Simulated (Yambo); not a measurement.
Yambo run on Li₃VS₄ (space group P-43m, No. 215). The wavefunctions come from this Quantum ESPRESSO step (LDA, PseudoDojo standard norm-conserving files, scalar-relativistic):

```
&CONTROL
  calculation = 'nscf'
  pseudo_dir = './pseudo'
  outdir = './out'
/
&SYSTEM
  ibrav = 0
  nat = 8
  ntyp = 3
  ecutwfc = 84.0
  ecutrho = 336.0
  occupations = 'fixed'
  force_symmorphic = .true.
  nbnd = 289
/
&ELECTRONS
  conv_thr = 8e-09
  diago_full_acc = .true.
  diago_thr_init = 1e-08
/
ATOMIC_SPECIES
Li 6.9400 Li.upf
S 32.0600 S.upf
V 50.9415 V.upf
CELL_PARAMETERS angstrom
  5.933060000000   0.000000000000   0.000000000000
  0.000000000000   5.933060000000   0.000000000000
  0.000000000000   0.000000000000   5.933060000000
ATOMIC_POSITIONS crystal
Li   0.000000000000   0.000000000000   0.500000000000
Li   0.500000000000   0.000000000000   0.000000000000
Li   0.000000000000   0.500000000000   0.000000000000
S   0.209000000000   0.209000000000   0.209000000000
S   0.209000000000   0.791000000000   0.791000000000
S   0.791000000000   0.791000000000   0.209000000000
S   0.791000000000   0.209000000000   0.791000000000
V   0.000000000000   0.000000000000   0.000000000000
K_POINTS automatic
2 2 2 0 0 0
```

Yambo input:

```
rim_cut
gw0
dyson
el_el_corr
HF_and_locXC
ppa
em1d
RandQpts= 1000000
RandGvec= 1 Ry
EXXRLvcs= 84 Ry
VXCRLvcs= 336 Ry
Chimod= "HARTREE"
% BndsRnXp
 5 | 288 |
%
NGsBlkXp= 7 Ry
% LongDrXp
 1.0 | 1.0 | 1.0 |
%
PPAPntXp= 27.2114 eV
% GbndRnge
 1 | 288 |
%
GTermKind= "BG"
DysSolver= "n"
ExtendOut
% QPkrange
 1 | 1 | 23 | 24 |
 2 | 2 | 23 | 24 |
 3 | 3 | 23 | 24 |
 4 | 4 | 23 | 24 |
%
```

k points by index: 1 = Γ, 2 = X, 3 = M, 4 = R.

Table of the .qp output:

```
#    K-point    Band    Eo [eV]    E [eV]    E-Eo [eV]    Vxc [eV]    Vnlxc [eV]    Sc|Eo [eV]    Sc|E [eV]    dSc/dw|Eo [eV]    Re(Z)    Im(Z)
#
    1    23    -0.632695    -1.797409    -1.164714    -11.85257    -14.89458    1.566540    1.877300    -7.260693    0.789345    0.004869
    1    24    1.844038    3.224398    1.380360    -18.70740    -12.23990    -4.619626    -5.087135    -9.215071    0.747019    -0.001577
    2    23    -0.341574    -1.469956    -1.128382    -12.16592    -15.09595    1.488575    1.801649    -7.549501    0.782815    -0.912106E-3
    2    24    2.010448    3.335350    1.324902    -18.06463    -11.84566    -4.457085    -4.894066    -8.974298    0.751992    -0.950966E-3
    3    23    0.000000    -1.120440    -1.120440    -12.50999    -15.36471    1.419029    1.734276    -7.655449    0.780435    -0.001526
    3    24    2.104531    3.480440    1.375909    -18.76400    -12.31456    -4.613826    -5.073526    -9.091813    0.749558    0.614484E-3
    4    23    -0.092371    -1.219262    -1.126891    -12.43100    -15.32267    1.448353    1.764780    -7.640179    0.780777    -0.001399
    4    24    2.467191    3.859237    1.392046    -19.04169    -12.63953    -4.585857    -5.010114    -8.282667    0.766247    0.017493
```
(The two width columns are left out.) Convergence of these settings isn't established.

Geometry of the Materials Project entry, not relaxed at this level.

The structure is a Materials Project entry; no match was found in the copy of COD used, and its stability was not checked.

The runs are not spin-polarised; magnetic order was not tried.
